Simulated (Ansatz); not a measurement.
SrGaSn:
```cif
data_Ga4Sn4Sr4
_chemical_formula_sum 'Ga4 Sr4 Sn4'
_space_group_name_H-M_alt 'P63/mmc'
_space_group_IT_number 194
_space_group_name_Hall '-P 6c 2c'
_cell_length_a 4.55838
_cell_length_b 4.55838
_cell_length_c 18.96256
_cell_angle_alpha 90.000
_cell_angle_beta 90.000
_cell_angle_gamma 120.000
loop_
_atom_site_label
_atom_site_type_symbol
_atom_site_symmetry_multiplicity
_atom_site_Wyckoff_symbol
_atom_site_fract_x
_atom_site_fract_y
_atom_site_fract_z
_atom_site_occupancy
Ga1 Ga 4 f 0.33333 0.66667 0.16058 1
Sr1 Sr 2 a 0.00000 0.00000 0.00000 1
Sn1 Sn 4 f 0.66667 0.33333 0.11635 1
Sr2 Sr 2 b 0.00000 0.00000 0.25000 1
```

Relaxed at zero pressure with r²SCAN (plane waves, PAW; program Ansatz).

Problem. The volume is lowered by 6 % and shape and atoms relax at that volume. What pressure results, and how do the axes share the change?

Solution. 2.8 GPa; a -1.2 %, b -1.2 %, c -3.6 %; the energy rises by 14 meV/atom.

Problem. Give the new structure.

Solution. 
Space group P6₃/mmc (No. 194); a = b = 4.5021 Å, c = 18.2734 Å, α = β = 90.00°, γ = 120.00°

```tsv
atom	site	symmetry	x	y	z
Ga	4f	3m.	0.3333	0.6667	0.1613
Sr	2a	-3m.	0.0000	0.0000	0.0000
Sn	4f	3m.	0.6667	0.3333	0.1158
Sr	2b	-6m2	0.0000	0.0000	0.2500
```

The phase is kept; no other phase was compared at this pressure.

Space group P6_3/mmc. The workflow started from an entry of the Crystallography Open Database (COD). Its standing as an ambient phase is unchecked. Symmetry was held in the r²SCAN relaxation; whether a distortion lowers the energy is not shown. Axis ratios of metals converge slowly with the k-mesh, so a and c are less sure than the volume. Scalar-relativistic: spin–orbit coupling is off unless named, which matters more the heavier the elements.

Potentials: the later of the program's two PAW sets.
